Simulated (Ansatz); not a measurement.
**What settings do to one calculation: (10−10) superlattice of 6 and 10 atomic planes of wurtzite ZnO and MgO, in-plane a of MgO and c/a of ZnO, 32 atoms**

Ansatz (PAW, plane waves), atoms fixed. The base input:

```yaml
crystal:
  lattice:
    - [0.000000, 0.000000, 5.330783]
    - [3.301939, 0.000000, 0.000000]
    - [0.000000, 22.549079, 0.000000]
  atoms:
    - { symbol: Zn, position: [0.498480, 0.481184, 0.037439] }
    - { symbol: Zn, position: [0.496246, 0.002085, 0.160598] }
    - { symbol: Zn, position: [0.494476, 0.516934, 0.284723] }
    - { symbol: Zn, position: [0.991972, 0.993069, 0.081670] }
    - { symbol: Zn, position: [0.998203, 0.520375, 0.206779] }
    - { symbol: Zn, position: [0.004034, 0.017607, 0.324635] }
    - { symbol: Mg, position: [0.492329, 0.966337, 0.407140] }
    - { symbol: Mg, position: [0.488731, 0.508861, 0.534088] }
    - { symbol: Mg, position: [0.484136, 0.999390, 0.659180] }
    - { symbol: Mg, position: [0.490991, 0.493797, 0.784662] }
    - { symbol: Mg, position: [0.509689, 0.995508, 0.914665] }
    - { symbol: Mg, position: [0.988775, 0.474083, 0.447294] }
    - { symbol: Mg, position: [0.995793, 0.989840, 0.578949] }
    - { symbol: Mg, position: [0.998007, 0.479848, 0.701937] }
    - { symbol: Mg, position: [0.997941, 0.004077, 0.830046] }
    - { symbol: Mg, position: [0.991113, 0.511535, 0.957542] }
    - { symbol: O, position: [0.384498, 0.006959, 0.078895] }
    - { symbol: O, position: [0.370826, 0.523719, 0.206042] }
    - { symbol: O, position: [0.379536, 0.010797, 0.325338] }
    - { symbol: O, position: [0.375259, 0.488410, 0.445721] }
    - { symbol: O, position: [0.371016, 0.974646, 0.572842] }
    - { symbol: O, position: [0.385525, 0.502284, 0.706546] }
    - { symbol: O, position: [0.367945, 0.973384, 0.829607] }
    - { symbol: O, position: [0.379908, 0.505731, 0.955980] }
    - { symbol: O, position: [0.876703, 0.491330, 0.043840] }
    - { symbol: O, position: [0.871110, 0.991970, 0.162901] }
    - { symbol: O, position: [0.879532, 0.529544, 0.285576] }
    - { symbol: O, position: [0.861846, 0.983736, 0.405386] }
    - { symbol: O, position: [0.894606, 0.494263, 0.534052] }
    - { symbol: O, position: [0.874170, 0.997974, 0.662886] }
    - { symbol: O, position: [0.874290, 0.499653, 0.787635] }
    - { symbol: O, position: [0.880734, 0.979633, 0.917062] }
kpoints:
  mp_grid: { grid: [3, 4, 1] }
hamiltonian:
  xc: pbesol
scf:
  occupations: { method: fermi_dirac, width: 0.01 }
output:
  forces: true
  eigenvalues: true
  stress: true
  populations: true
```

Command:

```sh
ansatz run in.yaml --threads 2 --pin off --max-ram 30400MiB --runs-dir r --events-out ev --progress --plain --backend cuda --devices 0, --max-vram 18GiB
```

It converged in 10 iterations and 17 s of wall time on one NVIDIA H100 with 2 processor threads, on a host shared with other runs; peak host memory 1.3 GiB; largest force component 2.29 eV/Å, pressure -4.13 GPa. The cutoff was the default, 420 eV. The base isn't a converged reference: it has few k points, and its atoms are unrelaxed. Each run below changes the keys shown and caps the iterations.

```csv
run,changed,ending,iterations,free energy less the base (meV per atom),rms change of forces (eV/Å),change of pressure (GPa),"wall time (s, shared host)"
1,"dispersion d3bjatm, width 1.0 eV, max_iter 50",converged,9,other zero,0.229,1.26,10 GPU
2,"initial_magnetization 2, xc revpbe, max_iter 100",converged,18,other zero,0.100,6.77,16 GPU
3,"dr2_threshold 1e-09, ecutwfc 800 eV, max_iter 50",converged,13,-4.0,0.002,-0.01,7.6 GPU
4,"mixing beta 0.01, max_iter 90, k points a 2×2×1 mesh centred on Γ",converged,11,44.2,0.075,0.34,5.6 GPU
5,"xc pbe, max_iter 80",converged,10,other zero,0.076,3.92,5.9 GPU
6,"occupations gaussian, max_iter 90",converged,10,0.0,0.000,0.00,6.5 GPU
```

«Other zero»: another functional, charge or dispersion term moves the zero of energy, so the difference says nothing of accuracy.

Problem. Which changes leave the result alone, and which of the same physical model moves the forces most?

Solution. The forces move by under 0.002 eV/Å in run 6. Run 4 (mixing beta 0.01, max_iter 90, k points a 2×2×1 mesh centred on Γ) moves them most among the runs with the same functional, charge and dispersion term, by 0.075 eV/Å.
